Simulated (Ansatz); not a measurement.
BaS:
```
BaS
1.0
    0.00000     3.21440     3.21440
    3.21440     0.00000     3.21440
    3.21440     3.21440     0.00000
Ba S
1 1
Direct
  0.00000   0.00000   0.00000
  0.50000   0.50000   0.50000
```

Cartesian axes are those of the cell as given.

Give the high-frequency dielectric tensor and the Born effective charge tensors of the independent atoms from DFPT, plane-wave PAW PBE (Ansatz code).


ε∞:
```
4.75  0.00  0.00
0.00  4.75  0.00
0.00  0.00  4.75
```
Z* of atom 1 (Ba), rows: field, columns: displacement, in e:
```
2.60  0.00  0.00
0.00  2.60  0.00
0.00  0.00  2.60
```
Z* of atom 2 (S), rows: field, columns: displacement, in e:
```
-2.60   0.00   0.00
 0.00  -2.60   0.00
 0.00   0.00  -2.60
```

Static charges for comparison (Bader): Ba1 +1.42, S2 -1.42 e. Born charges measure polarisation by displacement and can exceed these by far.

Space group Fm-3m (rock salt). The cell was relaxed with PBE under the symmetry of its start. Spin–orbit coupling is left out wherever it is not named.

Potentials: the later of the program's two PAW sets.
